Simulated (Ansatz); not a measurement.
Cu:
```cif
data_Cu4
_chemical_formula_sum 'Cu4'
_space_group_name_H-M_alt 'P63/mmc'
_space_group_IT_number 194
_space_group_name_Hall '-P 6c 2c'
_cell_length_a 2.48206
_cell_length_b 2.48206
_cell_length_c 8.16159
_cell_angle_alpha 90.000
_cell_angle_beta 90.000
_cell_angle_gamma 120.000
loop_
_atom_site_label
_atom_site_type_symbol
_atom_site_symmetry_multiplicity
_atom_site_Wyckoff_symbol
_atom_site_fract_x
_atom_site_fract_y
_atom_site_fract_z
_atom_site_occupancy
Cu1 Cu 2 a 0.00000 0.00000 0.00000 1
Cu2 Cu 2 c 0.33333 0.66667 0.25000 1
```

Relaxed at zero pressure with LDA in the plane-wave PAW code Ansatz.

Question: The volume is lowered by 6 % and shape and atoms relax at that volume. What pressure results, and how do the axes share the change?

Answer: 13.5 GPa; a -2.0 %, b -2.0 %, c -2.1 %; the energy rises by 26 meV/atom.

Question: Give the new structure.

Answer: 
Space group P6₃/mmc (No. 194); a = 2.433 Å, b = 2.433 Å, c = 7.987 Å, α = 90.00°, β = 90.00°, γ = 120.00°

```csv
atom,site,symmetry,x,y,z
Cu,2a,-3m.,0.0000,0.0000,0.0000
Cu,2c,-6m2,0.3333,0.6667,0.2500
```

The phase is kept; no other phase was compared at this pressure.

Space group P6_3/mmc (dhcp (α-La type)). The workflow started from a Materials Project entry (that database holds measured and hypothetical structures alike); the Crystallography Open Database copy checked does not list it. It is not the phase usual at ambient conditions (space group No. 225). The LDA relaxation kept the symmetry of its start; its stability against distortions is not shown here. No spin polarisation was allowed. Axis ratios of metals converge slowly with the k-mesh, so a and c are less sure than the volume.

Potentials: the earlier of the program's two PAW sets. The files were generated under PBE; for other functionals the program regenerates the frozen cores, and for LDA and PBEsol the local potential too.
